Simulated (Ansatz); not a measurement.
Consider the following.

TiPt3:
```xyz
4
Lattice="3.8731 0.0000 0.0000 0.0000 3.8731 0.0000 0.0000 0.0000 3.8731" Properties=species:S:1:pos:R:3 pbc="T T T"
Ti     0.0000     0.0000     0.0000
Pt     0.0000     1.9365     1.9365
Pt     1.9365     0.0000     1.9365
Pt     1.9365     1.9365     0.0000
```

This is the LDA-relaxed structure.

Task: All from plane-wave PAW LDA (Ansatz code), unless another level is named. Estimate the formation energy from the elements (no fitted shifts).

Result: -0.90 eV/atom.

Task: Predict the density of states at the Fermi level.

Result: 0.25 states/eV per atom (mean over ±0.08 eV).

Space group Pm-3m (Cu3Au type). The LDA relaxation kept the symmetry of its start; of distortions, only those at the zone centre were tested. The run is not spin-polarised. The references are the lowest solids computed at this level, not always the standard phases. Spin–orbit coupling is left out wherever it is not named.

Potentials: the later of the program's two PAW sets.
